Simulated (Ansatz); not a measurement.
This guess for KBe7 is about to be relaxed.

```yaml
crystal:
  lattice:
    - [2.78554, 0.00000, 0.00000]
    - [0.00000, 3.93935, 0.00000]
    - [0.00000, 0.00000, 11.14217]
  atoms:
    - { symbol: K, position: [0.00000, 0.00000, 0.00000] }
    - { symbol: Be, position: [0.50000, 0.50000, 0.87500] }
    - { symbol: Be, position: [0.00000, 0.00000, 0.75000] }
    - { symbol: Be, position: [0.50000, 0.50000, 0.62500] }
    - { symbol: Be, position: [0.00000, 0.00000, 0.50000] }
    - { symbol: Be, position: [0.50000, 0.50000, 0.37500] }
    - { symbol: Be, position: [0.00000, 0.00000, 0.25000] }
    - { symbol: Be, position: [0.50000, 0.50000, 0.12500] }
```

These are results of Ansatz 0.2.0, DFT PBE, scalar-relativistic, plane waves, PAW, not measurements. Cutoff 420 eV, Gaussian smearing, Γ-centred meshes. Cell and atoms relax first on a coarse mesh and then on a finer one. In between, the cell is made exact in the group found at 0.06 Å. In metals the finer mesh still leaves noise of several meV/atom or more. The steps can't lower the symmetry of their start. No spin polarisation.

A guess keeps its type if space group and coordination stay and the shape of the cell changes little (axis ratios within about 15 %, angles within 6°); the volume may change.

Question: Will the relaxed cell still be of the starting type?

Answer: It doesn't keep its type. The symmetry stays Pmmm (No. 47). The volume per atom shrinks by 25.3 %, from 15.3 to 11.4 Å³. The shortest distance goes from 2.79 Å (K–Be, Be–Be and K–K) to 2.21 Å (Be–Be). Counting neighbours within 15 % of an atom's shortest distance, the start has Be 12, K 12 and the end Be 7/11/12, K 2. In detail, at the end around K lie 2 K at 2.36 Å, 2 K at 3.25 Å, 8 Be at 3.29 Å, 2 Be at 3.61 Å and 4 K at 4.02 Å; Be on a site of symmetry mm2 has 7 Be at 2.21–2.36 Å; Be on a second site of symmetry mm2 is surrounded by 11 Be at 2.24–2.36 Å; 2 more sites not described.

```
K Be
1.0
     2.35862    0.00000    0.00000
     0.00000    3.25247    0.00000
     0.00000    0.00000   11.89799
K Be
1 7
Cartesian
  0.0000 0.0000 0.0000
  1.1793 1.6262 9.2877
  0.0000 0.0000 8.2860
  1.1793 1.6262 7.0759
  0.0000 0.0000 5.9490
  1.1793 1.6262 4.8221
  0.0000 0.0000 3.6120
  1.1793 1.6262 2.6103
```

The last run used a 16×12×4 mesh (in the run's order of axes) for its 8-atom cell and Gaussian smearing of 0.10 eV. A structure relaxed within its symmetry needn't be a true minimum.

In counts of neighbours, a slash parts the counts of unlike sites.
